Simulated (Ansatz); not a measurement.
Nb₃Sn:
```
Nb3Sn
1.0
    5.30410     0.00000     0.00000
    0.00000     5.30410     0.00000
    0.00000     0.00000     5.30410
Sn Nb
2 6
Direct
  0.00000   0.00000   0.00000
  0.50000   0.50000   0.50000
  0.25000   0.00000   0.50000
  0.50000   0.75000   0.00000
  0.75000   0.00000   0.50000
  0.50000   0.25000   0.00000
  0.00000   0.50000   0.75000
  0.00000   0.50000   0.25000
```

Relaxed with r²SCAN. Special points in fractions of this cell's reciprocal vectors: Γ (0.000, 0.000, 0.000); X (0.000, 0.500, 0.000); M (0.500, 0.500, 0.000); R (0.500, 0.500, 0.500).

List the band energies nearest the Fermi level at these points for the program Ansatz at the r²SCAN level (PAW).

In eV from the Fermi level; about four levels below and three above (degenerate sets whole), none deeper than 8.9 eV; points with the same levels are listed once.

| k | below | above |
|---|---|---|
| Γ | -0.62 -0.62 -0.62 -0.05 -0.05 | 2.59 2.59 2.59 |
| X | -0.91 -0.91 -0.41 -0.41 | 1.60 1.60 2.37 2.37 |
| M | -2.28 -1.96 -1.66 -0.94 | 0.11 0.11 0.11 |
| R | -1.43 -1.43 -1.43 -1.43 -1.43 -1.43 | 0.08 0.08 0.08 0.08 0.08 0.08 |

Space group Pm-3n (A15 (Cr3Si type)). Symmetry was held in the r²SCAN relaxation. The run is not spin-polarised. Scalar-relativistic: spin–orbit coupling is off unless named, which matters more the heavier the elements.

Potentials: the later of the program's two PAW sets.
